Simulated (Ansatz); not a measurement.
HfSiO$_{4}$:
```yaml
crystal:
  lattice:
    - [-3.29168, 3.29168, 2.98348]
    - [3.29168, -3.29168, 2.98348]
    - [3.29168, 3.29168, -2.98348]
  atoms:
    - { symbol: Hf, position: [0.00000, 0.00000, 0.00000] }
    - { symbol: Hf, position: [0.75000, 0.25000, 0.50000] }
    - { symbol: Si, position: [0.25000, 0.75000, 0.50000] }
    - { symbol: Si, position: [0.50000, 0.50000, 0.00000] }
    - { symbol: O, position: [0.13331, 0.31810, 0.81522] }
    - { symbol: O, position: [0.06810, 0.75288, 0.68478] }
    - { symbol: O, position: [0.50288, 0.31810, 0.18478] }
    - { symbol: O, position: [0.06810, 0.38331, 0.31522] }
    - { symbol: O, position: [0.61669, 0.93190, 0.68478] }
    - { symbol: O, position: [0.68190, 0.86669, 0.18478] }
    - { symbol: O, position: [0.24712, 0.93190, 0.31522] }
    - { symbol: O, position: [0.68190, 0.49712, 0.81522] }
```

Cartesian axes are those of the cell as given.

Question: Give the high-frequency dielectric tensor and the Born effective charge tensors of the independent atoms from DFPT, PBEsol in the plane-wave PAW code Ansatz.

Answer: 
ε∞:
```
3.92  0.00  0.00
0.00  3.92  0.00
0.00  0.00  4.16
```
Z* of atom 1 (Hf), rows: field, columns: displacement, in e:
```
5.29  0.00  0.00
0.00  5.29  0.00
0.00  0.00  4.63
```
Z* of atom 3 (Si), rows: field, columns: displacement, in e:
```
3.17  0.00  0.00
0.00  3.17  0.00
0.00  0.00  4.33
```
Z* of atom 5 (O), rows: field, columns: displacement, in e:
```
-1.14   0.00   0.00
 0.00  -3.09  -0.34
 0.00  -0.18  -2.24
```

Space group I4_1/amd. The cell was relaxed with PBEsol under the symmetry of its start. The run is not spin-polarised. Scalar-relativistic: spin–orbit coupling is off unless named, which matters more the heavier the elements.

Potentials: the earlier of the program's two PAW sets. The files were generated under PBE; for other functionals the program regenerates the frozen cores, and for LDA and PBEsol the local potential too.
